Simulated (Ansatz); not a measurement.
Space group P-31m (No. 162). a = 5.264 Å, b = 5.264 Å, c = 4.913 Å, α = 90.00°, β = 90.00°, γ = 120.00°
```json
{"atom": "Ta", "site": "6k", "symmetry": "..m", "x": "0.6668", "y": "0.6668", "z": "0.7528"}
{"atom": "N", "site": "2d", "symmetry": "3.2", "x": "0.6667", "y": "0.3333", "z": "0.5000"}
{"atom": "N", "site": "1a", "symmetry": "-3.m", "x": "0.0000", "y": "0.0000", "z": "0.0000"}
```

Equation of state of this Ta2N structure (not necessarily the ground state), with shape and atoms relaxed at each volume where symmetry leaves them free. It has no gap at any of these volumes. Method: DFT PBEsol, scalar-relativistic, plane waves, PAW (Ansatz).

Settings: cutoff 420 eV, Γ-centred mesh 12×12×8 on the computed 9-atom cell, Gaussian smearing of 0.10 eV; no spin polarisation.

| V (Å³/atom) | E − E(largest V) (meV/atom) | P (GPa) |
| --- | --- | --- |
| 11.527 | 117.15 | 50.72 |
| 11.920 | 12.74 | 34.87 |
| 12.313 | -55.76 | 21.35 |
| 12.706 | -93.57 | 9.81 |
| 13.099 | -105.19 | -0.05 |
| 13.492 | -94.44 | -8.46 |
| 13.885 | -64.62 | -15.63 |
| 14.409 | 0.00 | -23.57 |

Problem. Fit a third-order Birch–Murnaghan equation to E(V).

Solution. V0 = 13.10 Å³/atom, B0 = 303 GPa, B0' = 4.2.

Spin-orbit coupling is left out, which matters for the bands of heavy elements. Spin polarisation was left out, and a magnetic state may lie lower.